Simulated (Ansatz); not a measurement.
BeS in space group P6_422 (No. 181; Be on 3c, S on 3d), plane-wave PAW r²SCAN (Ansatz code), all energies at zero smearing, with the estimated change up to a 700 eV cutoff added, with one set of potentials and settings (totals compare only within such a set). Cell of 6 atoms (3 Be, 3 S): -3002.727 eV.

```
element                reference phase  E (eV/atom)
-------  -----------------------------  -----------
Be       P6_3/mmc, 2 atoms in the cell     -93.3347
S           P2/c, 32 atoms in the cell    -905.8156
```

Formation energy per atom, worked out: (-3002.727 − 3×(-93.3347) − 3×(-905.8156))/6 = -0.879 eV/atom (-85 kJ per mol of atoms), at 0 K, without zero-point energy or fitted corrections.

The start of the workflow was typed in or built on a structure type; neither database checked (COD, Materials Project) lists it. COD files the formula under space group No. 216, so this cell is another polymorph or a model. Its standing as an ambient phase is unchecked. The cell was relaxed with r²SCAN under the symmetry of its start; its stability against distortions is not shown here. The references are the lowest solids computed at this level, not always the standard phases.

Potentials: the later of the program's two PAW sets.
